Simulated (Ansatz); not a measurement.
Pressure against volume: SnSe

```yaml
crystal:
  lattice:
    - [0.00000, 3.01000, 3.01000]
    - [3.01000, 0.00000, 3.01000]
    - [3.01000, 3.01000, 0.00000]
  atoms:
    - { symbol: Sn, position: [0.00000, 0.00000, 0.00000] }
    - { symbol: Se, position: [0.50000, 0.50000, 0.50000] }
```

The cell comes from COD entry 9008725, which wasn't checked; take it as a given geometry.

No spin–orbit coupling, which matters for the heavy atoms here.

Levels of theory: DFT, LDA, all-electron LAPW, scalar-relativistic (Ansatz 0.2.0); DFT, LDA, PAW with Ansatz's default frozen-core files, scalar-relativistic (Ansatz 0.2.0).

For LAPW: a Γ-centred 9×9×9 k mesh, Fermi–Dirac smearing of 0.02 eV, basis error target 0.25 meV/atom, no spin polarisation. PAW takes a cutoff of 420 eV at this cell (files made with PBE, cores remade for this functional). The Ansatz runs share mesh, smearing and spin set-up. Plane-wave (PAW) pressures include the program's estimate of the Pulay term.

The cell above is scaled evenly, with fractional coordinates and shape held.

```
V/V(cell)  V (Å³/atom)  P, LAPW (GPa)  P, PAW (GPa)  gap on the k mesh, LAPW (eV)
   0.9400       25.635          -0.01         -0.01                          0.45
   0.9600       26.180          -1.21         -1.22                          0.49
   0.9800       26.725          -2.29         -2.29                          0.54
   0.9900       26.998          -2.78         -2.79                          0.56
   1.0000       27.271          -3.25         -3.26                          0.58
   1.0100       27.544          -3.69         -3.70                          0.60
   1.0200       27.816          -4.11         -4.11                          0.62
   1.0400       28.362          -4.87         -4.88                          0.66
   1.0600       28.907          -5.56         -5.56                          0.68
```
